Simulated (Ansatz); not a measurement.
Consider the following.

TaGa3 (Cu3Au type, Pm-3m), a = b = c = 3.989 Å, α = β = γ = 90.00°.

This is the r²SCAN-relaxed structure.

Question: All from the program Ansatz at the r²SCAN level (PAW), unless another level is named. Give the bulk modulus (Birch–Murnaghan fit).

Answer: 125 GPa.

Question: What about the elastic constants (relaxed ions, GPa)?

Answer: C11 = 122, C12 = 130, C44 = 37.9.

The cell is a constructed one: a structure type filled with these elements; neither database checked (COD, Materials Project) lists it. COD files the formula under space group No. 139, so this cell is another polymorph or a model. Whether it is the stable phase at ambient conditions was not checked. The cell was relaxed with r²SCAN under the symmetry of its start. At this level the phase is mechanically unstable. The run is not spin-polarised. As this level gives no gap, shear constants depend on the k-mesh and smearing (Fermi–Dirac, 0.1 eV here). Spin–orbit coupling is left out wherever it is not named.

Potentials: the earlier of the program's two PAW sets.
